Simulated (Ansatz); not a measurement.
Relaxed-ion elastic tensor of HfPt3 (Cu3Au type, space group No. 221) in GPa (Voigt order), the program Ansatz at the r²SCAN level (PAW); density 19.71 g/cm³, 16.08 Å³ per atom.

```json
[
 {"": "1", "1": "376", "2": "188", "3": "188", "4": "0.0", "5": "0.0", "6": "0.0"},
 {"": "2", "1": "188", "2": "376", "3": "188", "4": "0.0", "5": "0.0", "6": "0.0"},
 {"": "3", "1": "188", "2": "188", "3": "376", "4": "0.0", "5": "0.0", "6": "0.0"},
 {"": "4", "1": "0.0", "2": "0.0", "3": "0.0", "4": "138", "5": "0.0", "6": "0.0"},
 {"": "5", "1": "0.0", "2": "0.0", "3": "0.0", "4": "0.0", "5": "138", "6": "0.0"},
 {"": "6", "1": "0.0", "2": "0.0", "3": "0.0", "4": "0.0", "5": "0.0", "6": "138"}
]
```

**Question.** Is the crystal mechanically stable?

**Answer.** Yes: the smallest eigenvalue of C is 138 GPa.

**Question.** Work out the Voigt, Reuss and Hill averages.

**Answer.** K_V = 251, K_R = 251, K_H = 251; G_V = 120, G_R = 116, G_H = 118 GPa.

**Question.** Give Young's modulus, Poisson's ratio, Pugh's ratio and the universal anisotropy index.

**Answer.** E = 9KG/(3K + G) = 307 GPa; ν = 0.30; K/G = 2.12 (ductile by the Pugh limit of 1.75); A_U = 5G_V/G_R + K_V/K_R − 6 = 0.17.

**Question.** Estimate the sound speeds and the Debye temperature.

**Answer.** v_l = √((K + 4G/3)/ρ) = 4550 m/s, v_t = √(G/ρ) = 2450 m/s, mean 2740 m/s; Θ = (h/k)(3n/4πV)^(1/3) v_m = 323 K.

**Question.** Give the Zener ratio and Young's modulus along [100], [110] and [111].

**Answer.** A = 2C44/(C11 − C12) = 1.46; 1/E = S11 − 2(S11 − S12 − S44/2)Γ with Γ = 0, 1/4, 1/3 gives 252, 318, 349 GPa.

**Question.** Solve the Christoffel equation for the three sound speeds along [100], [110], [111].

**Answer.** Eigenvalues of C_ijkl n_j n_l equal ρv². In km/s, slowest first: [100] 2.64, 2.64, 4.37; [110] 2.19, 2.64, 4.61; [111] 2.35, 2.35, 4.69.

Space group Pm-3m (Cu3Au type). The first step of the workflow began from a Materials Project structure, measured or hypothetical; the Crystallography Open Database copy checked does not list it. COD files the formula under space group No. 194. Its standing as an ambient phase is unchecked. The r²SCAN relaxation kept the symmetry of its start; whether a distortion lowers the energy is not shown. The run is not spin-polarised. As this level gives no gap, shear constants depend on the k-mesh and smearing (Fermi–Dirac, 0.1 eV here). Scalar-relativistic: spin–orbit coupling is off unless named, which matters more the heavier the elements.

Potentials: the later of the program's two PAW sets.
